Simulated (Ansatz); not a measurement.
A geometry of Be away from equilibrium: the start of the relaxation of a relaxed Be cell displaced along its unstable phonon at q = (½, 0, 0) of its primitive reciprocal cell (254i cm⁻¹), largest move 0.15 Å. These are r2SCAN (plane waves to 500 eV, PAW, scalar-relativistic; Ansatz, an electronic-structure program) values and carry that method's errors. Γ-centred k-mesh 11×11×15 on the run's cell (coarser than for final values), Fermi–Dirac smearing 0.05 eV.

```xyz
6
Lattice="7.1373 0.0000 0.0000 -1.7843 3.0905 0.0000 0.0000 0.0000 2.1971" Properties=species:S:1:pos:R:3 pbc="T T T"
Be     0.0000     0.0000     0.0118
Be     3.5686     0.0000    -0.0118
Be     0.0000     2.0604     1.2486
Be     3.5686     2.0604     0.9486
Be     1.7843     1.0302     0.9486
Be     5.3530     1.0302     1.2486
```

Question: What forces act on the atoms (eV/Å)?

Answer: 
| atom | Fx | Fy | Fz |
|---|---|---|---|
| Be1 | 0.00 | 0.00 | 0.08 |
| Be2 | 0.00 | 0.00 | -0.08 |
| Be3 | 0.14 | 0.08 | 0.19 |
| Be4 | 0.14 | 0.08 | -0.19 |
| Be5 | -0.14 | -0.08 | -0.19 |
| Be6 | -0.14 | -0.08 | 0.19 |

Question: What is the pressure?

Answer: -0.3 GPa, compression positive.

Question: How much energy per atom can still be gained by relaxing?

Answer: 0.09 eV/atom; the path ends in Fm-3m (No. 225) (fcc (Cu type)).

No spin polarisation in the result.

The run could not lose the symmetry of its start: the end is stationary, and may be a saddle point rather than a minimum.

The end of the path is a generated cell of Be: the first start was made by placing the elements on the sites of a structure type, and the end was not matched to a known phase here, so it may be hypothetical. Known forms of Be include space group No. 194.
